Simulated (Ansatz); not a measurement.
Si:
```
CELL_PARAMETERS angstrom
     -3.32367     3.32367     3.32367
      3.32367    -3.32367     3.32367
      3.32367     3.32367    -3.32367
ATOMIC_POSITIONS crystal
  Si 0.20144 0.20144 0.20144
  Si 0.50000 0.00000 0.29856
  Si 0.29856 0.50000 0.00000
  Si 0.00000 0.29856 0.50000
  Si 0.79856 0.79856 0.79856
  Si 0.50000 0.00000 0.70144
  Si 0.70144 0.50000 0.00000
  Si 0.00000 0.70144 0.50000
```

Relaxed with r²SCAN. The program Ansatz at the r²SCAN level (PAW) gives no gap.

What gap does HSE06 give on the same cell (Ansatz, PAW)?

It stays without a gap at the points solved. The hybrid was solved on a coarser mesh and at special points; its gap is the smallest among all of these. On such a mesh it can open a false gap in a semimetal.

| k | v1 r²SCAN | c1 r²SCAN | v1 HSE06 | c1 HSE06 |
|---|---|---|---|---|
| Γ | -1.06 | 1.77 | [?] | [?] |
| H | 0.00 | 0.00 | 0.00 | 0.00 |
| P | -3.35 | 2.35 | [?] | [?] |
| N | -1.53 | 0.48 | [?] | [?] |

Top valence (v1) and lowest conduction level (c1) in eV from each method's valence maximum (which need not be a listed point): supply the withheld HSE06 values.


- P, v1 HSE06: -3.51
- P, c1 HSE06: 2.74
- Γ, v1 HSE06: -1.15
- Γ, c1 HSE06: 2.12
- N, v1 HSE06: -1.58
- N, c1 HSE06: 0.76

Cost on shared cores: the r²SCAN run (SCF on a 9×9×9 mesh, then bands and DOS) roughly 50 core-seconds, the HSE06 run (SCF on 4×4×4, then a few points) about 50 core-seconds (a rough figure); the tasks are unlike.

Space group Ia-3. The workflow started from an entry of the Crystallography Open Database (COD), which files this formula under 3 space groups. It is not the phase usual at ambient conditions (space group No. 227). The r²SCAN relaxation kept the symmetry of its start; of distortions, only those at the zone centre were tested.

Potentials: the earlier of the program's two PAW sets.
